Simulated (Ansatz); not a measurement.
Here is the system:

LaC:
Space group Fm-3m (No. 225); a = 5.430 Å, b = 5.430 Å, c = 5.430 Å, α = 90.00°, β = 90.00°, γ = 90.00°

```
atom  site  symmetry       x       y       z
----  ----  --------  ------  ------  ------
La      4a      m-3m  0.0000  0.0000  0.0000
C       4b      m-3m  0.5000  0.5000  0.5000
```
(The calculation used a cell of 2 atoms; values per cell refer to that cell.)

This is the PBE-relaxed structure.

### Question
All from plane-wave PAW PBE (Ansatz code), unless another level is named. Give the electronic character.

### Answer
metallic (no gap).

### Question
Predict the density of states at the Fermi level.

### Answer
2.0 states/eV per atom (mean over ±0.08 eV).

### Question
Predict the formation energy from the elements (no fitted shifts).

### Answer
0.39 eV/atom.

### Question
Predict the gap with spin–orbit coupling.

### Answer
none (metallic).

The start of the workflow was typed in or built on a structure type; neither database checked (COD, Materials Project) lists it. Its standing as an ambient phase is unchecked. Symmetry was held in the PBE relaxation; its stability against distortions is not shown here. Its formation energy is positive at this level, so the cell may be metastable or incomplete. The references are the lowest solids computed at this level, not always the standard phases. Scalar-relativistic: spin–orbit coupling is off unless named, which matters more the heavier the elements.

Potentials: the later of the program's two PAW sets.
